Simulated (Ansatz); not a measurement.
**Moving the pressure in Ta3Cu**

The cell as given:

```
Ta Cu
1.0
    -2.00651    2.00651    4.20817
     2.00651   -2.00651    4.20817
     2.00651    2.00651   -4.20817
Ta Cu
3 1
Direct
  0.50000 0.50000 0.00000
  0.25000 0.75000 0.50000
  0.75000 0.25000 0.50000
  0.00000 0.00000 0.00000
```

The cell comes from a database or a generator and needn't be the stable form of this composition.

Kept alike: task relaxation of cell and atoms; functional PBEsol; k mesh 9 × 9 × 9; occupations fermi-dirac, width 0.05 eV; no spin polarisation. Program: Ansatz, Ansatz PAW, cutoff 420 eV. The mesh is that of the run's cell of 4 atoms. No spin-orbit coupling.

```tsv
pressure, P (GPa)	volume (Å³/atom)
0	16.369
2	16.204
5	?
10	15.618
20	15.007
30	14.493
```

The relaxations keep at least the cell's symmetry (I4/mmm). For a metal such a mesh leaves the last digits unconverged. The runs follow the start's structure, whether or not it is the stable one at these pressures. P is the pressure aimed at, which the runs meet within some hundredths to tenths of a GPa. All rows use potentials made for PBE.

Fit the rows shown and predict the run at 5 GPa.

Murnaghan's form V = V0 (1 + B′P/B0)^(-1/B′) through the rows shown has V0 = 16.3684, B0 = 195.1 GPa and B′ = 3.71 (largest miss 0.0006); at P = 5 it gives 15.973 Å³/atom. The run gave: volume 15.971 Å³/atom.
